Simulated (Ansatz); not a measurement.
Hg4Pt:
```
CELL_PARAMETERS angstrom
     -3.14241     3.14241     3.14241
      3.14241    -3.14241     3.14241
      3.14241     3.14241    -3.14241
ATOMIC_POSITIONS crystal
  Hg 0.00000 0.00000 0.50000
  Hg 0.00000 0.50000 0.00000
  Hg 0.50000 0.50000 0.50000
  Hg 0.50000 0.00000 0.00000
  Pt 0.00000 0.00000 0.00000
```

Relaxed with r²SCAN. Special points in fractions of this cell's reciprocal vectors: Γ (0.000, 0.000, 0.000); H (0.500, -0.500, 0.500); N (0.000, 0.000, 0.500); P (0.250, 0.250, 0.250).

Q: List the band energies nearest the Fermi level at these points for the program Ansatz at the r²SCAN level (PAW).

A: In eV from the Fermi level; about four levels below and three above (degenerate sets whole), none deeper than 8.9 eV; points with the same levels are listed once.

| k | below | above |
|---|---|---|
| Γ | -3.13 -3.13 -3.13 -2.44 -2.44 | 0.04 0.04 0.04 |
| H | -3.82 -3.82 -3.82 -0.41 -0.41 | 2.67 5.23 5.23 5.23 |
| N | -3.37 -2.81 -2.73 -2.63 | 0.20 0.56 1.23 |
| P | -2.78 -2.78 -2.32 -2.32 -2.32 | 3.60 5.35 5.35 5.35 |

Space group Im-3m. The workflow started from a Materials Project entry (that database holds measured and hypothetical structures alike); the Crystallography Open Database files this formula in space group No. 229, but the cells were not matched. Whether it is the stable phase at ambient conditions was not checked. The cell was relaxed with r²SCAN under the symmetry of its start; whether a distortion lowers the energy is not shown. The run is not spin-polarised. Spin–orbit coupling is left out wherever it is not named.

Potentials: the later of the program's two PAW sets.
